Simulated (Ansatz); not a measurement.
MgS (rock salt, Fm-3m), the program Ansatz at the PBE level (PAW). The conduction-band minimum lies at Γ, with 1 equivalent valley. Second derivatives d²E/dk² of the lowest band at one valley (eV·Å²), along Cartesian directions:

```csv
direction,d²E/dk²
[100],14.54
[010],26.05
[001],25.96
[110],20.30
[101],20.26
[011],26.04
```

Q: Find the principal effective masses, the density-of-states mass and the conductivity mass.

A: Off-diagonal terms follow from H_xy = H[110] − (H_xx + H_yy)/2, and m*/mₑ = 7.620 eV·Å² over each eigenvalue: 0.29, 0.29, 0.52. One valley's DOS mass (m₁m₂m₃)^(1/3) = 0.36, conductivity mass 3/(Σ 1/mᵢ) = 0.34 mₑ.

Q: What effective density of states Nc follows at 300 K for parabolic valleys?

A: Nc = 2.509e19 × 1 × (0.36)^(3/2) ≈ 5.4e18 cm⁻³.

Symmetry was held in the PBE relaxation. Point labels and valley counts follow the cell and symmetry of the run, lower than the named group.

Potentials: the later of the program's two PAW sets.

Edges and masses are those of Kohn–Sham bands, whose gap is no quasiparticle gap.
